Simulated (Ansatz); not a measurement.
TiVS$_{2}$:
```xyz
8
Lattice="5.7779 0.0000 0.0000 0.0000 3.4721 0.0000 -0.0122 0.0000 6.0887" Properties=species:S:1:pos:R:3 pbc="T T T"
S      4.8329     1.7361     1.5502
Ti     0.0000     0.0000     0.0000
S      0.9328     1.7361     4.5384
V     -0.0061     0.0000     3.0443
S      1.9439     0.0000     1.5502
Ti     2.8889     1.7361     0.0000
S      3.8217     0.0000     4.5384
V      2.8828     1.7361     3.0443
```
Starting moments (μB, in the order of the atoms S Ti S V S Ti S V): 0.0 1.0 0.0 2.5 0.0 -1.0 0.0 -2.5.

Relaxed with r²SCAN+D4. Special points in fractions of this cell's reciprocal vectors: Γ (0.000, 0.000, 0.000); Z (0.000, 0.500, 0.000); D (0.000, 0.500, 0.500); B (0.000, 0.000, 0.500); A (-0.500, 0.000, 0.500); E (-0.500, 0.500, 0.500); C2 (-0.500, 0.500, 0.000); Y2 (-0.500, 0.000, 0.000).

Q: List the band energies nearest the Fermi level at these points for plane-wave PAW r²SCAN+D4 (Ansatz code).

A: In eV from the Fermi level; about four levels below and three above (degenerate sets whole), none deeper than 8.9 eV; points with the same levels are listed once.

```csv
k,below,above
Γ ↑,-1.30 -1.08 -0.53 -0.19,0.16 0.43 1.13
Z ↑,-1.06 -0.62 -0.06 -0.02,0.38 1.14 1.26
D ↑,-1.29 -0.63 -0.48 -0.31,0.39 1.18 1.19
B ↑,-1.13 -1.03 -0.81 -0.07,0.23 0.56 0.97
A ↑,-0.99 -0.42 -0.23 -0.01,0.44 0.89 0.92
E ↑,-1.68 -1.24 -1.04 -0.50,1.26 1.74 1.77
C2 ↑,-2.13 -1.03 -0.79 -0.26,0.79 1.10 1.36
Y2 ↑,-1.09 -0.97 -0.86 -0.25,0.15 0.53 0.88
```

Space group C2/m. The cell is a constructed one: a structure type filled with these elements; neither database checked (COD, Materials Project) lists it. Its standing as an ambient phase is unchecked. The r²SCAN+D4 relaxation kept the symmetry of its start, as lowered by the spin order; whether a distortion lowers the energy is not shown. Magnetic state: antiferromagnetic, chosen from 5 collinear starts compared on coarse meshes (ties went to the first, and starts can fall back to one state), not a proven ground state. Other orbital occupations within this spin state were not tried. No Hubbard U is applied. The compound may be a true metal, but semilocal functionals without U, or a wrong spin order, can also close a gap. Point labels and valley counts follow the cell and symmetry of the run, lower than the named group.

Potentials: the later of the program's two PAW sets.
